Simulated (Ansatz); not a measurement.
LaAs: computed property card

LaAs (rock salt, Fm-3m), a = 6.201 Å, b = 6.201 Å, c = 6.201 Å, α = 90.00°, β = 90.00°, γ = 90.00°; the cell used has 2 atoms.

Space group Fm-3m (No. 225), rock salt; conventional cell a = 6.2014 Å, b = 6.2014 Å, c = 6.2014 Å, α = 90.00°, β = 90.00°, γ = 90.00°.

Method: r²SCAN (plane waves, PAW; program Ansatz). Geometry: relaxed at this level of theory. Other levels are named where they apply.

### Cell and energy

```json
{
 "volume_per_atom": "29.81 Å³",
 "density": "5.96 g/cm³"
}
```

### Electronic structure

```json
{
 "band_gap": "0.08 eV (indirect)",
 "valence_band_maximum": "at Γ",
 "conduction_band_minimum": "at X (3 equivalent valleys)",
 "smallest_direct_gap_on_the_standard_path": "0.41 eV"
}
```

The workflow started from a Materials Project entry (that database holds measured and hypothetical structures alike); the Crystallography Open Database files this formula in space group No. 225, but the cells were not matched. Whether it is the stable phase at ambient conditions was not checked. Symmetry was held in the r²SCAN relaxation; its stability against distortions is not shown here. Spin–orbit coupling is left out wherever it is not named.

Potentials: the later of the program's two PAW sets.
